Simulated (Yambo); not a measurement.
Yambo run on CsCaH3 (cubic perovskite, space group Pm-3m, No. 221). The wavefunctions are PBEsol (Quantum ESPRESSO, PseudoDojo norm-conserving, 72 Ry, with spin-orbit coupling) ones on a 2×2×2 mesh (22 occupied bands); a = b = c = 4.621 Å, α = β = γ = 90.00°.

Yambo input:

```
rim_cut
gw0
dyson
el_el_corr
HF_and_locXC
ppa
em1d
RandQpts= 1000000
RandGvec= 1 Ry
EXXRLvcs= 72 Ry
VXCRLvcs= 288 Ry
Chimod= "HARTREE"
% BndsRnXp
 1 | 122 |
%
NGsBlkXp= 7 Ry
% LongDrXp
 1.0 | 1.0 | 1.0 |
%
PPAPntXp= 27.2114 eV
% GbndRnge
 1 | 272 |
%
GTermKind= "BG"
DysSolver= "n"
ExtendOut
% QPkrange
 3 | 3 | 22 | 23 |
%
```

k points by index: 3 = M.

Table of the .qp output:

```
#    K-point    Band    Eo [eV]    E [eV]    E-Eo [eV]    Vxc [eV]    Vnlxc [eV]    Sc|Eo [eV]    Sc|E [eV]    dSc/dw|Eo [eV]    Re(Z)    Im(Z)
#
    3    22    0.000000    -1.236004    -1.236004    -10.83083    -14.39355    2.002689    2.326723    -7.132899    0.792308    -0.001700
    3    23    2.904946    3.885494    0.980548    -8.554788    -3.928001    -3.448560    -3.646239    -5.484980    0.832243    -0.001376
```
(The two width columns are left out.) Convergence of these settings isn't established.

Geometry of the Materials Project entry, not relaxed at this level.

The structure is a Materials Project entry; no match was found in the copy of COD used, and its stability was not checked.
